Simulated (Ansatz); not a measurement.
TiNi: do energies and stresses tell the same story?

All numbers below come from DFT r2SCAN, scalar-relativistic, plane waves, PAW (Ansatz 0.2.0).

Plane waves to 500 eV, a k mesh through Γ of 14×14×14 on the computed 2-atom cell and Gaussian smearing (0.10 eV); no spin polarisation.

Relaxed cell: Pm-3m, a = 2.989 Å, b = 2.989 Å, c = 2.989 Å, α = 90.00°, β = 90.00°, γ = 90.00°, 2 atoms in the primitive cell. Whether it is the stable form of this composition wasn't checked.

Energies at zero smearing and pressures from the stress tensor, at volumes with shape and atoms relaxed:
```json
{"V (Å³/atom)": "11.745", "E − E(first) (meV/atom)": "0.00", "P (GPa)": "28.91"}
{"V (Å³/atom)": "12.145", "E − E(first) (meV/atom)": "-60.68", "P (GPa)": "19.91"}
{"V (Å³/atom)": "12.546", "E − E(first) (meV/atom)": "-100.56", "P (GPa)": "12.22"}
{"V (Å³/atom)": "12.946", "E − E(first) (meV/atom)": "-122.66", "P (GPa)": "5.64"}
{"V (Å³/atom)": "13.346", "E − E(first) (meV/atom)": "-129.52", "P (GPa)": "0.00"}
{"V (Å³/atom)": "13.747", "E − E(first) (meV/atom)": "-123.34", "P (GPa)": "-4.83"}
{"V (Å³/atom)": "14.147", "E − E(first) (meV/atom)": "-105.98", "P (GPa)": "-8.96"}
{"V (Å³/atom)": "14.681", "E − E(first) (meV/atom)": "-68.23", "P (GPa)": "-13.55"}
```

Problem. Check P = −dE/dV between neighbouring volumes, and get the bulk modulus from the pressures alone.

Solution. With 1 eV/Å³ = 160.2 GPa:
| middle V (Å³/atom) | −ΔE/ΔV (GPa) | mean P (GPa) |
| --- | --- | --- |
| 11.945 | 24.283 | 24.413 |
| 12.345 | 15.958 | 16.068 |
| 12.746 | 8.842 | 8.929 |
| 13.146 | 2.747 | 2.818 |
| 13.547 | -2.474 | -2.415 |
| 13.947 | -6.945 | -6.895 |
| 14.414 | -11.330 | -11.255 |

The two differ by 0.13 GPa at most. The mean of two end pressures misses the average over a step by about ΔV² P″/12, up to 0.12 GPa here; with that taken off 0.01 GPa remains. Around V = 13.346 Å³/atom, the two neighbours give B = −V ΔP/ΔV = 13.346 × 10.47 / 0.801 = 174.4 GPa, against B0 = 173.4 GPa from the Birch–Murnaghan fit of the energies.

Spin polarisation was left out, and a magnetic state may lie lower.

A ferromagnetic start lost its moments in a first run, so spin was left out; other magnetic orders weren't tried.